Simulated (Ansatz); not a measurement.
Input and command of a plane-wave DFT calculation in Ansatz:

```yaml
crystal:
  lattice:
    - [1.418106235, -2.63952374, 0.0]
    - [1.418106235, 2.63952374, 0.0]
    - [0.0, 0.0, 2.698231]
  atoms:
    - { symbol: Ge, position: [0.5, 0.5, 0.0] }
basis:
  ecutwfc: 500
kpoints:
  mp_grid: { grid: [20, 20, 18] }
hamiltonian:
  xc: r2scan
scf:
  occupations: { method: gaussian, width: 0.15 }
output:
  forces: true
  stress: true
  eigenvalues: true
  write_density: true
  write_potential: true
  elf: true
  volumetric_format: npy
```

```bash
ansatz run input.yaml --threads 1 --pin off --max-ram 2560MiB --backend cpu --events-out ev --progress --plain --runs-dir out
```

Processor: Intel(R) Xeon(R) 6975P-C (Granite Rapids), 1 thread, on a host shared with other jobs.

How long does it run, and how much memory does it take?

About 16 s on 1 thread of Intel(R) Xeon(R) 6975P-C (Granite Rapids), with other jobs on the host, peak memory 0.64 GiB. It solves 11 bands at 1110 k points (the mesh reduced by symmetry) with about 513 plane waves, in 6 SCF iterations.
